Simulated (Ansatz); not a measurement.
Starting cell, Zr (hcp, Mg type):

```yaml
crystal:
  lattice:
    - [3.24591, 0.00000, 0.00000]
    - [-1.62295, 2.81104, 0.00000]
    - [0.00000, 0.00000, 5.15116]
  atoms:
    - { symbol: Zr, position: [0.33333, 0.66667, 0.75000] }
    - { symbol: Zr, position: [0.66667, 0.33333, 0.25000] }
```

In this cell atom 2 (Zr, nearest neighbour Zr at 3.185 Å; its periodic images, 3.2 Å or more away, move with it) is moved by u·(1.000, 0.000, 0.000) + v·(0.000, 1.000, 0.000); the rest is frozen.

The numbers are results of r2SCAN (plane waves to 500 eV, PAW, scalar-relativistic; Ansatz, a first-principles code), not measurements. k mesh 13×13×7 (Γ-centred), Fermi-Dirac smearing 0.05 eV. Stress and pressure are positive under compression. With partly filled bands, energies and forces of such displacements shift with the k mesh and the smearing. The PAW data are Ansatz's earlier set. Zr is run without spin polarisation. Zr was relaxed with its symmetry unable to fall. 

Q: Give the computed P (GPa) at all points of the grid u = -0.800, -0.533, -0.267, 0.000, 0.267, 0.533, 0.800 by v = -0.800, -0.533, -0.267, 0.000, 0.267, 0.533, 0.800.

A: P (GPa), with u across and v down:

```
v \ u   -0.800  -0.533  -0.267  0.000  0.267  0.533  0.800
------  ------  ------  ------  -----  -----  -----  -----
-0.800    -2.1    -2.4    -2.2   -2.0   -2.2   -2.4   -2.1
-0.533    -1.8    -1.8    -1.7   -1.6   -1.7   -1.8   -1.8
-0.267    -1.9    -1.1    -0.6   -0.4   -0.6   -1.1   -1.9
0.000     -2.2    -1.4    -0.4    0.0   -0.4   -1.4   -2.2
0.267     -2.1    -1.8    -0.9   -0.3   -0.9   -1.8   -2.1
0.533     -1.5    -2.1    -1.6   -1.0   -1.6   -2.1   -1.5
0.800     -1.1    -2.3    -2.1   -1.6   -2.1   -2.3   -1.1
```

(For displaced atoms, the force is minus the slope of the energy, and its curvature is a force constant, which sets phonon frequencies.)
